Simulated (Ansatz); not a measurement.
**ZnS: do energies and stresses tell the same story?**

The calculation used DFT r2SCAN, scalar-relativistic, plane waves, PAW in Ansatz 0.2.0.

Plane waves to 500 eV, a k mesh through Γ of 6×6×2 on the computed 12-atom cell and Gaussian smearing (0.02 eV); no spin polarisation.

Relaxed cell: P6_3mc, a = 3.809 Å, b = 3.809 Å, c = 18.688 Å, α = 90.00°, β = 90.00°, γ = 120.00°, 12 atoms in the primitive cell.

Energies at zero smearing and pressures from the stress tensor, at volumes with shape and atoms relaxed:
| V (Å³/atom) | E − E(first) (meV/atom) | P (GPa) |
| --- | --- | --- |
| 17.224 | 0.00 | 13.25 |
| 17.811 | -40.71 | 9.09 |
| 18.399 | -67.36 | 5.56 |
| 18.986 | -82.08 | 2.55 |
| 19.573 | -86.63 | 0.00 |
| 20.160 | -82.54 | -2.18 |
| 20.747 | -71.08 | -4.03 |
| 21.530 | -46.18 | -6.08 |

Problem. Check P = −dE/dV between neighbouring volumes, and get the bulk modulus from the pressures alone.

Solution. With 1 eV/Å³ = 160.2 GPa:
```json
{"middle V (Å³/atom)": "17.518", "−ΔE/ΔV (GPa)": "11.108", "mean P (GPa)": "11.166"}
{"middle V (Å³/atom)": "18.105", "−ΔE/ΔV (GPa)": "7.272", "mean P (GPa)": "7.321"}
{"middle V (Å³/atom)": "18.692", "−ΔE/ΔV (GPa)": "4.014", "mean P (GPa)": "4.055"}
{"middle V (Å³/atom)": "19.279", "−ΔE/ΔV (GPa)": "1.243", "mean P (GPa)": "1.277"}
{"middle V (Å³/atom)": "19.867", "−ΔE/ΔV (GPa)": "-1.118", "mean P (GPa)": "-1.088"}
{"middle V (Å³/atom)": "20.454", "−ΔE/ΔV (GPa)": "-3.127", "mean P (GPa)": "-3.104"}
{"middle V (Å³/atom)": "21.139", "−ΔE/ΔV (GPa)": "-5.095", "mean P (GPa)": "-5.058"}
```

The two differ by 0.06 GPa at most. The mean of two end pressures misses the average over a step by about ΔV² P″/12, up to 0.06 GPa here; with that taken off 0.00 GPa remains. Around V = 19.573 Å³/atom, the two neighbours give B = −V ΔP/ΔV = 19.573 × 4.73 / 1.174 = 78.9 GPa, against B0 = 78.5 GPa from the Birch–Murnaghan fit of the energies.

Cost: 9 runs of about 9.6 core-minutes in all, on Intel Xeon 6975P-C (Granite Rapids) (shared hosts).